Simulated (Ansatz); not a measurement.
Relaxed Ti (hcp, Mg type):

```
CELL_PARAMETERS angstrom
      2.93885     0.00000     0.00000
     -1.46943     2.54512     0.00000
      0.00000     0.00000     4.64996
ATOMIC_POSITIONS crystal
  Ti 0.33333 0.66667 0.75000
  Ti 0.66667 0.33333 0.25000
```

In each cell atom 2 (Ti, nearest neighbour Ti at 2.878 Å; its periodic images, 2.9 Å or more away, move with it) moves by s·(0.707, 0.707, 0.000) (along Cartesian [110]), the rest being held.

Computed with PBE (plane waves to 420 eV, PAW, scalar-relativistic; Ansatz, a first-principles code). k mesh 15×15×8 (Γ-centred), Fermi-Dirac smearing 0.05 eV. The energy includes the smearing's −TS. With partly filled bands, energies and forces of such displacements shift with the k mesh and the smearing. The PAW data are Ansatz's earlier set. Ti is run without spin polarisation. Ti was relaxed with its symmetry unable to fall. ΔE is measured from the undisplaced structure. The last digit holds for this mesh only.

```json
[
 {"s (Å)": "-0.290", "ΔE (meV/cell)": "withheld"},
 {"s (Å)": "-0.232", "ΔE (meV/cell)": "37.5"},
 {"s (Å)": "-0.174", "ΔE (meV/cell)": "21.9"},
 {"s (Å)": "-0.116", "ΔE (meV/cell)": "10.1"},
 {"s (Å)": "-0.058", "ΔE (meV/cell)": "2.6"},
 {"s (Å)": "0.000", "ΔE (meV/cell)": "0.0"},
 {"s (Å)": "0.058", "ΔE (meV/cell)": "2.6"},
 {"s (Å)": "0.116", "ΔE (meV/cell)": "10.5"},
 {"s (Å)": "0.174", "ΔE (meV/cell)": "23.2"},
 {"s (Å)": "0.232", "ΔE (meV/cell)": "40.1"},
 {"s (Å)": "0.290", "ΔE (meV/cell)": "60.0"}
]
```

### Question
Fit a polynomial form (powers 2, 3, 4) to the given rows and predict ΔE at s = -0.290.

### Answer
Least squares on the 10 given rows: ΔE = (782.6)·s² + (104.1)·s³ + (-1175)·s⁴, in meV/cell with s in Å; root-mean-square residual 0.07 meV/cell. At -0.290 the fit gives 55.0 meV/cell; the calculation gives 56.3 meV/cell, so the extrapolation is off by -1.3 (-2.3 %). The quadratic term alone would give 65.8 meV/cell.

(For displaced atoms, the force is minus the slope of the energy, and its curvature is a force constant, which sets phonon frequencies.)
